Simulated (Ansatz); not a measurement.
Consider the following.

ZrRh3 in space group I4/mmm (No. 139; Rh on 2b, Rh on 4d, Zr on 2a), a = b = 3.963 Å, c = 7.800 Å, α = β = γ = 90.00°; the cell used has 4 atoms.

This is the r²SCAN-relaxed structure.

All from plane-wave PAW r²SCAN (Ansatz code), unless another level is named. Give the formation energy from the elements (no fitted shifts).

-58 kJ/mol of atoms.

Predict the density of states at the Fermi level.

0.97 states/eV per atom (mean over ±0.08 eV).

The cell is a constructed one: a structure type filled with these elements; neither database checked (COD, Materials Project) lists it. COD files the formula under space group No. 221, so this cell is another polymorph or a model. Whether it is the stable phase at ambient conditions was not checked. Symmetry was held in the r²SCAN relaxation; its stability against distortions is not shown here. No spin polarisation was allowed. Axis ratios of metals converge slowly with the k-mesh, so a and c are less sure than the volume. The references are the lowest solids computed at this level, not always the standard phases. Spin–orbit coupling is left out wherever it is not named.

Potentials: the earlier of the program's two PAW sets.
